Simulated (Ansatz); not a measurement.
Stress against strain in Bi

```
CELL_PARAMETERS angstrom
2.27300 1.31232 3.95400
-2.27300 1.31232 3.95400
0.00000 -2.62463 3.95400
ATOMIC_POSITIONS crystal
Bi 0.23389 0.23389 0.23389
Bi 0.76611 0.76611 0.76611
```

Atom numbers follow the list: Bi1, Bi2.

The structure is an experimental refinement, used without relaxation.

No spin–orbit coupling, which matters for the heavy atoms here.

All numbers below come from Ansatz 0.2.0, DFT, PBEsol, all-electron LAPW, scalar-relativistic.

Settings: a Γ-centred 10×10×10 k mesh, Fermi–Dirac smearing of 0.03 eV, basis error target 0.5 meV/atom, no spin polarisation.

The strain is applied along the Cartesian axes of the cell as listed (the other components stay zero). Fractional coordinates are held (clamped ions).

σ is the change of stress from the unstrained cell, which is at -0.63 GPa; tension is positive, so slopes are stress–strain coefficients at that pressure. In a metal the k mesh adds noise.

Only quantities that a quadratic follows smoothly over the whole series are listed; rougher ones are left out.

```csv
εxx = εyy,σzz (GPa),σxx (GPa)
-0.0200,-1.55,-2.50
0.0000,0.00,0.00
0.0100,0.64,1.08
0.0200,1.20,2.05
```

Fit the series and read off the stiffness at zero strain.

Least-squares fits y = p0 + p1 x + p2 x² to the rows give σzz (GPa): p1 = 68.7, p2 = -430; σxx (GPa): p1 = 114, p2 = -560. So C13 + C23 = 69 GPa and C11 + C12 = 114 GPa, for these axes.

One run, at εxx = εyy = -0.0100, is withheld. Predict its row.

The fits give -0.73, -1.19; the run gave -0.72, -1.19.
